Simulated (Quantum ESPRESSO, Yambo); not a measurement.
TiCdO$_{3}$: DFT and GW levels

```xyz
10
Lattice="2.6299 1.5184 4.9685 -2.6299 1.5184 4.9685 0.0000 -3.0368 4.9685" Properties=species:S:1:pos:R:3 pbc="T T T"
O      0.9647     1.7774     6.3498
O     -0.9647    -1.7774     8.5556
O     -2.0216    -0.0533     6.3498
O      2.0216     0.0533     8.5556
O      1.0569    -1.7242     6.3498
O     -1.0569     1.7242     8.5556
Ti     0.0000     0.0000    12.6689
Ti     0.0000     0.0000     2.2366
Cd     0.0000     0.0000     9.4920
Cd     0.0000     0.0000     5.4134
```

The geometry is that of Materials Project entry mp-13641, symmetrised and not relaxed again.

Starting point: norm-conserving PBEsol (Quantum ESPRESSO, 102 Ry, without SOC). G0W0 in Yambo: 2×2×2 Γ-centred k mesh, bands 11 to 200 and a 7 Ry block in the screening, 200 bands in G with the Bruneval-Gonze terminator, plasmon pole fitted at 27.2 eV.

```
Quantity                                                                                           Result
------------------------------------------------------------------------------------------------  -------
PBEsol gap along the band path                                                                    2.98 eV
PBEsol gap between the mesh's edge points (F → Γ)                                                 3.06 eV
G0W0 gap between the same points                                                                  4.48 eV
PBEsol smallest direct gap on the mesh (at Γ)                                                     3.07 eV
G0W0 direct gap at that point                                                                     4.51 eV
estimate of the fundamental G0W0 gap (path gap plus the correction; the mesh misses a band edge)  4.40 eV
```

```
k point  band  E PBEsol (eV)  E QP (eV)  shift (eV)     Z
-------  ----  -------------  ---------  ----------  ----
Γ          VB          -0.01      -0.39       -0.38  0.78
Γ          CB           3.06       4.12        1.06  0.81
L          VB          -0.21      -0.56       -0.35  0.78
L          CB           3.33       4.64        1.32  0.79
F          VB           0.00      -0.36       -0.36  0.78
F          CB           3.34       4.76        1.41  0.78
Z          VB          -0.16      -0.52       -0.35  0.78
Z          CB           3.46       4.86        1.40  0.77
```

Energies count from the PBEsol valence-band maximum.

Nearest settings tried, and what they do to the gap: 95 bands in G: +6 meV; 2 Ry block (47 vectors against 271): +378 meV. Not varied: bands in W, mesh. So the settings aren't converged at that level. The k mesh is coarse.

Spin-orbit splittings are left out.
